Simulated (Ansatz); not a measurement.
Given:

VN (NiAs type, P6_3/mmc), a = b = 2.697 Å, c = 5.222 Å, α = β = 90.00°, γ = 120.00°.

This is the LDA-relaxed structure.

**Question.** All from LDA in the plane-wave PAW code Ansatz, unless another level is named. Give the electronic character.

**Answer.** metallic (no gap).

**Question.** And the density of states at the Fermi level?

**Answer.** 0.50 states/eV per atom (mean over ±0.08 eV).

**Question.** Predict the formation energy from the elements (no fitted shifts).

**Answer.** -1.44 eV/atom.

The first step of the workflow began from a Materials Project structure, measured or hypothetical; the Crystallography Open Database copy checked does not list it. It is not the phase usual at ambient conditions (space group No. 225). The LDA relaxation kept the symmetry of its start; of distortions, only those at the zone centre were tested. No spin polarisation was allowed. The references are the lowest solids computed at this level, not always the standard phases (solids in place of the gases).

Potentials: the later of the program's two PAW sets.
